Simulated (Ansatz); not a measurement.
Relaxing indium (diamond)

Level of theory: DFT, PBEsol, plane waves (420 eV) with PAW, scalar-relativistic in Ansatz 0.2.0. The PAW files were generated under PBE, with cores re-solved for the functional.

k-point mesh 8×8×8, Fermi-Dirac smearing 0.1 eV, no spin polarisation. Cell and atoms relax.

Starting structure:

```yaml
crystal:
  lattice:
    - [0.0, 3.2801942926, 3.2801942926]
    - [3.2801942926, 0.0, 3.2801942926]
    - [3.2801942926, 3.2801942926, 0.0]
  atoms:
    - { symbol: In, position: [0.125, 0.125, 0.125] }
    - { symbol: In, position: [0.875, 0.875, 0.875] }
hamiltonian:
  xc: pbesol
  pseudopotentials:
    kind: paw
    azcp:
      In: "pseudopotentials/In.paw.azcp"
basis:
  ecutwfc: 420
  fft_grid_basis: typed
kpoints:
  mp_grid: { grid: [8, 8, 8], shift: [0, 0, 0] }
magnetization:
  spin_polarized: false
scf:
  occupations: { method: fermi_dirac, width: 0.1 }
relax:
  max_steps: 60
  f_tol: 0.01
  cell: {}
output:
  write_density: true
  write_potential: true
  elf: true
  volumetric_format: npy
```

Question: The pressure at the start is 0.0 GPa. By how much does the volume change?

Answer: From 35.29 to 35.29 Å³ per atom, 0.0 %. The final cell has a = 6.560 Å.

Question: How much energy does the relaxation gain?

Answer: 0.0 meV per atom.
